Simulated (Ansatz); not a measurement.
Ba2YHO3 in space group I4mm (No. 107; Pearson symbol tI14), DFT-r²SCAN in the program Ansatz with PAW potentials. The conduction-band minimum lies at M, with 1 equivalent valley. Second derivatives d²E/dk² of the lowest band at one valley (eV·Å²), along Cartesian directions:

| direction | d²E/dk² |
|---|---|
| [100] | 11.25 |
| [010] | 11.25 |
| [001] | 10.91 |
| [110] | 11.25 |
| [101] | 11.08 |
| [011] | 11.08 |

**Question.** Find the principal effective masses, the density-of-states mass and the conductivity mass.

**Answer.** Off-diagonal terms follow from H_xy = H[110] − (H_xx + H_yy)/2, and m*/mₑ = 7.620 eV·Å² over each eigenvalue: 0.68, 0.68, 0.70. One valley's DOS mass (m₁m₂m₃)^(1/3) = 0.68, conductivity mass 3/(Σ 1/mᵢ) = 0.68 mₑ.

**Question.** What effective density of states Nc follows at 300 K for parabolic valleys?

**Answer.** Nc = 2.509e19 × 1 × (0.68)^(3/2) ≈ 1.4e19 cm⁻³.

The start of the workflow was typed in or built on a structure type; neither database checked (COD, Materials Project) lists it. Whether it is the stable phase at ambient conditions was not checked. The cell was relaxed with r²SCAN under the symmetry of its start; its stability against distortions is not shown here. The run is not spin-polarised. Spin–orbit coupling is left out wherever it is not named.

Potentials: the earlier of the program's two PAW sets. The files were generated under PBE; for other functionals the program regenerates the frozen cores, and for LDA and PBEsol the local potential too.

Edges and masses are those of Kohn–Sham bands, whose gap is no quasiparticle gap.
